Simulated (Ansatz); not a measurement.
Calculated coordination and ¹⁷O quadrupole coupling for V2O5 under strain

Cell: a diffraction structure from the COD, relaxed with PBE at fixed cell and then changed (z compressed by 3 %, ions relaxed).

```yaml
crystal:
  lattice:
    - [3.56400, 0.00000, 0.00000]
    - [0.00000, 11.51200, 0.00000]
    - [0.00000, 0.00000, 4.23696]
  atoms:
    - { symbol: V, position: [0.00000, 0.85144, 0.11286] }
    - { symbol: V, position: [0.00000, 0.14856, 0.11286] }
    - { symbol: V, position: [0.50000, 0.35144, 0.88714] }
    - { symbol: V, position: [0.50000, 0.64856, 0.88714] }
    - { symbol: O, position: [0.00000, 0.85434, 0.48712] }
    - { symbol: O, position: [0.00000, 0.14566, 0.48712] }
    - { symbol: O, position: [0.50000, 0.35434, 0.51288] }
    - { symbol: O, position: [0.50000, 0.64566, 0.51288] }
    - { symbol: O, position: [0.00000, 0.68073, 0.99461] }
    - { symbol: O, position: [0.00000, 0.31927, 0.99461] }
    - { symbol: O, position: [0.50000, 0.18073, 0.00539] }
    - { symbol: O, position: [0.50000, 0.81927, 0.00539] }
    - { symbol: O, position: [0.00000, 0.00000, 0.00250] }
    - { symbol: O, position: [0.50000, 0.50000, 0.99750] }
```

Atoms are numbered from 1 in the order listed; like atoms form one site, named after its first atom.

The numbers come from a DFT calculation in Ansatz (PBE, plane waves and PAW, scalar-relativistic, 420 eV cutoff, Γ-centred 7×2×6 k-points, Fermi–Dirac smearing 0.02 eV).

Q(¹⁷O) = -25.58 mb.

Question: Order the O environments from the weakest to the strongest quadrupole coupling.
A. O5: 1 V at 1.59 Å
B. O13: 2 V at 1.77 Å, angle 149°
C. O9: 3 V at 1.88–2.03 Å

Answer: A (0.695 MHz, η = 0.72), C (3.25 MHz, η = 0.68), B (3.77 MHz, η = 0.01).

At O13 V_zz points along the bisector of its two bonds (within 1°). Like point charges on the first shell alone (each adding as 1/d³) would give another order (O9 < O5 < O13): the covalent part of each bond and the atoms beyond the first shell count as well.
